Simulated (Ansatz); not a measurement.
A distorted cell of CsI (CsCl type):

```xyz
2
Lattice="4.5304 0.0000 0.0000 0.0000 4.5304 0.0000 0.0000 0.0000 4.5304" Properties=species:S:1:pos:R:3 pbc="T T T"
Cs     0.0000     0.0000     0.0000
I      2.2652     2.2652     2.2652
```

All values below come from PBEsol (plane waves to 420 eV, PAW, scalar-relativistic; Ansatz, a quantum-chemistry and plane-wave program). k mesh 7×7×7 (Γ-centred), Fermi-Dirac smearing 0.05 eV. E stands for the smeared free energy. Compression counts positive. CsI was relaxed with its symmetry unable to fall. Spin-orbit coupling is left out, though I is heavy.

Task: Give the stress tensor in GPa and the pressure.

Result: 
```
  -0.19     0.00     0.00
   0.00    -0.19     0.00
   0.00     0.00    -0.19
```
The pressure, a third of the trace, is -0.19 GPa.

Task: It is the relaxed cell scaled evenly to V/V₀ = 1.015, atoms relaxed where free. What is its energy relative to the relaxed cell?

Result: 0.4 meV/atom.

(A scan under strain: stresses follow from slopes of the energy per volume, elastic moduli from its curvatures.)
